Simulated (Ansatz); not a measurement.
In DFT-PBE in the program Ansatz with PAW potentials, NbP in the tetragonal phase (I4_1md; Nb on 4a, P on 4a) relaxes to a = 3.347 Å, c = 11.428 Å. P has 6 nearest neighbours from 2.54 Å (trigonal prismatic). Its formation energy from the elements is -1.04 eV/atom, with no fitted shifts.

Electronic character: no gap, with almost no states at the Fermi level (zero-gap or semimetallic).

Symmetry was held in the PBE relaxation. The run is not spin-polarised. A small band overlap can be real or an error of a semilocal functional. The references are the lowest solids computed at this level, not always the standard phases. Spin–orbit coupling is left out wherever it is not named.

Potentials: the later of the program's two PAW sets.
